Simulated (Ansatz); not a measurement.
Space group Fm-3m (No. 225). a = 7.456 Å, b = 7.456 Å, c = 7.456 Å, α = 90.00°, β = 90.00°, γ = 90.00°
```tsv
atom	site	symmetry	x	y	z
In	4a	m-3m	0.0000	0.0000	0.0000
Sb	8c	-43m	0.2500	0.7500	0.7500
Sb	4b	m-3m	0.5000	0.0000	0.0000
```

Equation of state of this InSb3 structure (not necessarily the ground state), with shape and atoms relaxed at each volume where symmetry leaves them free. It has no gap at any of these volumes. Level of theory: Ansatz, DFT PBE+D3(BJ), scalar-relativistic, plane waves, PAW.

Plane waves to 420 eV, a k mesh through Γ of 10×10×10 on the computed 4-atom cell and Gaussian smearing (0.10 eV); no spin polarisation.

```tsv
V (Å³/atom)	E − E(largest V) (meV/atom)	P (GPa)
22.796	48.54	10.47
23.573	6.10	7.12
24.350	-21.45	4.31
25.127	-36.44	1.96
25.904	-40.99	0.00
26.681	-36.72	-1.66
27.458	-25.00	-3.06
28.495	0.00	-4.55
```

Question: Fit a third-order Birch–Murnaghan equation to E(V).

Answer: V0 = 25.89 Å³/atom, B0 = 60 GPa, B0' = 4.8.

Spin-orbit coupling is left out, which matters for the bands of heavy elements.